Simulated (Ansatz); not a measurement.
Li$_{4}$NCl in space group R-3m (No. 166; Li on 6c, Li on 6c, N on 3a, Cl on 3b), the program Ansatz at the r²SCAN level (PAW). The conduction-band minimum lies at F, with 3 equivalent valleys. Second derivatives d²E/dk² of the lowest band at one valley (eV·Å²), along Cartesian directions:

| direction | d²E/dk² |
|---|---|
| [100] | 16.55 |
| [010] | 14.93 |
| [001] | 21.05 |
| [110] | 17.14 |
| [101] | 14.88 |
| [011] | 15.73 |

Question: Find the principal effective masses, the density-of-states mass and the conductivity mass.

Answer: Off-diagonal terms follow from H_xy = H[110] − (H_xx + H_yy)/2, and m*/mₑ = 7.620 eV·Å² over each eigenvalue: 0.32, 0.53, 0.54. One valley's DOS mass (m₁m₂m₃)^(1/3) = 0.45, conductivity mass 3/(Σ 1/mᵢ) = 0.44 mₑ.

Question: What effective density of states Nc follows at 300 K for parabolic valleys?

Answer: Nc = 2.509e19 × 3 × (0.45)^(3/2) ≈ 2.3e19 cm⁻³.

The first step of the workflow began from a Materials Project structure, measured or hypothetical; the Crystallography Open Database copy checked does not list it. Its standing as an ambient phase is unchecked. The r²SCAN relaxation kept the symmetry of its start; whether a distortion lowers the energy is not shown.

Potentials: the later of the program's two PAW sets.

Edges and masses are those of Kohn–Sham bands, whose gap is no quasiparticle gap.
